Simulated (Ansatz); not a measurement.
An element in the bcc structure gives these cold pressures by all-electron LAPW under PBEsol (Ansatz 0.2.0, scalar-relativistic, no spin polarisation).

| V (Å³/atom) | P (GPa) |
| --- | --- |
| 17.52 | -0.01 |
| 16.12 | 17.82 |
| 14.71 | 43.8 |
| 13.31 | 81.3 |
| 11.91 | 140.8 |
| 10.51 | 238.6 |
| 9.11 | 403.5 |
| 7.88 | 644.7 |

(1) Which element is it?

Results:

(1) Nb. Its zero-pressure volume in this structure is near 17.5 Å³/atom; the volume and the steepness of P(V) together point to it, though neighbours can come close. Neighbours weren't tried against these numbers.
